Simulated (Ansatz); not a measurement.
# Ag: how much do the potentials matter?

Ag in the fcc lattice, in a typed cell, not relaxed.

```
CELL_PARAMETERS angstrom
0.00000 2.07500 2.07500
2.07500 0.00000 2.07500
2.07500 2.07500 0.00000
ATOMIC_POSITIONS crystal
Ag 0.00000 0.00000 0.00000
```

Settings of the Ansatz calculation: r2SCAN; k mesh 8×8×8; Fermi–Dirac smearing of 0.1 eV; no spin. Harmonic phonons by finite displacements in cells commensurate with each q, in cm⁻¹; i marks an unstable mode.

Caveats: coarse k mesh; PseudoDojo norm-conserving files were made for PBE.

The reference is the run on all-electron PAW datasets (no frozen core) at 310 eV and 17.87 Å³ an atom: lowest mode at X = [0.5, 0, 0.5] (cm⁻¹) 99; top mode at X = [0.5, 0, 0.5] (cm⁻¹) 148.

Question: The same calculation was made on PseudoDojo norm-conserving, Ansatz norm-conserving. How far do the results move?

Answer: 
| potentials | cutoff (eV) | lowest mode at X = [0.5, 0, 0.5] (cm⁻¹) | top mode at X = [0.5, 0, 0.5] (cm⁻¹) |
| --- | --- | --- | --- |
| PseudoDojo norm-conserving | 1116 | 97 | 145 |
| Ansatz norm-conserving | 960 | 99 | 148 |

The largest move among the frequencies in the table is 2.8 cm⁻¹, in the top mode at X = [0.5, 0, 0.5] on PseudoDojo norm-conserving.
